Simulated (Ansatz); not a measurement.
Mg:
```xyz
2
Lattice="3.1510 0.0000 0.0000 -1.5755 2.7289 0.0000 0.0000 0.0000 5.0480" Properties=species:S:1:pos:R:3 pbc="T T T"
Mg     0.0000     1.8192     3.7860
Mg     1.5755     0.9096     1.2620
```

Relaxed with PBE+D3(BJ). Special points in fractions of this cell's reciprocal vectors: Γ (0.000, 0.000, 0.000); M (0.500, 0.000, 0.000); K (0.333, 0.333, 0.000); A (0.000, 0.000, 0.500); L (0.500, 0.000, 0.500); H (0.333, 0.333, 0.500).

Task: List the band energies nearest the Fermi level at these points for the program Ansatz at the PBE+D3(BJ) level (PAW).

Result: In eV from the Fermi level; about four levels below and three above (degenerate sets whole), none deeper than 8.9 eV; … stands for higher levels left out; points with the same levels are listed once.

| k | below | above |
|---|---|---|
| Γ | -7.18 -1.69 -1.11 | 11.11 11.11 11.32 11.32 |
| M | -2.27 -2.23 | 2.77 3.07 3.54 |
| K | -0.73 -0.65 -0.65 | 4.27 4.27 4.57 |
| A | -5.70 -5.70 | 5.41 5.41 … |
| L | -1.17 -1.17 -0.45 -0.45 | 8.22 8.22 … |
| H | – | 0.16 0.16 0.63 0.63 |

Space group P6_3/mmc (hcp (Mg type)). Symmetry was held in the PBE+D3(BJ) relaxation. The pairwise dispersion correction was not fitted to metals.

Potentials: the later of the program's two PAW sets.
